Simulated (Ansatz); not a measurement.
Input, command and steps of an Ansatz relaxation.

```yaml
crystal:
  lattice:
    - [4.0504357287, 0.0, 0.0]
    - [0.0, 4.0504357287, 0.0]
    - [0.0, 0.0, 4.0504357287]
  atoms:
    - { symbol: Tl, position: [0.0, 0.0, 0.0] }
    - { symbol: Ru, position: [0.0, 0.5, 0.5] }
    - { symbol: Ru, position: [0.5, 0.0, 0.5] }
    - { symbol: Ru, position: [0.5, 0.5, 0.0] }
basis:
  ecutwfc: 420
kpoints:
  mp_grid: { grid: [4, 4, 4] }
hamiltonian:
  xc: pbe
scf:
  occupations: { method: gaussian, width: 0.1 }
  lower_state_search: "off"
output:
  forces: true
  stress: true
  eigenvalues: true
relax:
  adjacent_minimum: "off"
  f_tol: 0.04
  max_steps: 70
  cell: { stress_tol: 0.4 }
```

```bash
ansatz run input.yaml --threads 1 --pin off --max-ram 2560MiB --backend cpu --events-out ev --progress --plain --runs-dir out
```

Level of theory: Ansatz, DFT PBE, scalar-relativistic, plane waves, PAW.

Of 5 frames 5 are shown, positions in Å and forces in eV/Å; the SCF threshold varies from step to step. Steps run on the plane waves of an earlier cell, with a Pulay correction in the pressure. The basis is chosen afresh for the last frame, the zero of the energies, and at times for earlier ones too; energy and pressure step there, also at an unchanged geometry. The mark taken_back stands on steps that the optimiser undid.

```xyz
4
Lattice="4.0504 0.0000 0.0000 0.0000 4.0504 0.0000 0.0000 0.0000 4.0504" Properties=species:S:1:pos:R:3:forces:R:3 pbc="T T T" step=1 free_energy_over_end_meV_per_atom=22.58 pressure_GPa=-8.85
Tl    0.0000    0.0000    0.0000    0.0000    0.0000    0.0000
Ru    0.0000    2.0252    2.0252    0.0000    0.0000    0.0000
Ru    2.0252    0.0000    2.0252    0.0000    0.0000    0.0000
Ru    2.0252    2.0252    0.0000    0.0000    0.0000    0.0000
4
Lattice="3.8498 0.0000 0.0000 0.0000 3.8498 0.0000 0.0000 0.0000 3.8498" Properties=species:S:1:pos:R:3:forces:R:3 pbc="T T T" step=2 free_energy_over_end_meV_per_atom=123.74 pressure_GPa=28.30 taken_back
Tl    0.0000    0.0000    0.0000    0.0000    0.0000    0.0000
Ru    0.0000    1.9249    1.9249    0.0000    0.0000    0.0000
Ru    1.9249    0.0000    1.9249    0.0000    0.0000    0.0000
Ru    1.9249    1.9249    0.0000    0.0000    0.0000    0.0000
4
Lattice="3.9989 0.0000 0.0000 0.0000 3.9989 0.0000 0.0000 0.0000 3.9989" Properties=species:S:1:pos:R:3:forces:R:3 pbc="T T T" step=3 free_energy_over_end_meV_per_atom=0.66 pressure_GPa=-1.95
Tl    0.0000    0.0000    0.0000    0.0000    0.0000    0.0000
Ru    0.0000    1.9994    1.9994    0.0000    0.0000    0.0000
Ru    1.9994    0.0000    1.9994    0.0000    0.0000    0.0000
Ru    1.9994    1.9994    0.0000    0.0000    0.0000    0.0000
4
Lattice="3.9865 0.0000 0.0000 0.0000 3.9865 0.0000 0.0000 0.0000 3.9865" Properties=species:S:1:pos:R:3:forces:R:3 pbc="T T T" step=4 free_energy_over_end_meV_per_atom=-0.34 pressure_GPa=-0.05
Tl    0.0000    0.0000    0.0000    0.0000    0.0000    0.0000
Ru    0.0000    1.9932    1.9932    0.0000    0.0000    0.0000
Ru    1.9932    0.0000    1.9932    0.0000    0.0000    0.0000
Ru    1.9932    1.9932    0.0000    0.0000    0.0000    0.0000
4
Lattice="3.9865 0.0000 0.0000 0.0000 3.9865 0.0000 0.0000 0.0000 3.9865" Properties=species:S:1:pos:R:3:forces:R:3 pbc="T T T" step=5 free_energy_over_end_meV_per_atom=0.00 pressure_GPa=-0.04
Tl    0.0000    0.0000    0.0000    0.0000    0.0000    0.0000
Ru    0.0000    1.9932    1.9932    0.0000    0.0000    0.0000
Ru    1.9932    0.0000    1.9932    0.0000    0.0000    0.0000
Ru    1.9932    1.9932    0.0000    0.0000    0.0000    0.0000
```

The start puts this composition into another compound's structure type, which needn't suit it. At the end the space group is Pm-3m (tolerance 0.05 Å).

Time: 13 s on 1 thread of Intel(R) Xeon(R) Platinum 8259CL CPU @ 2.50GHz (Skylake/Cascade Lake), on a shared host, peak memory 0.39 GiB.

The k mesh is coarse. Spin–orbit coupling is left out, which can shift energies with elements as heavy as these.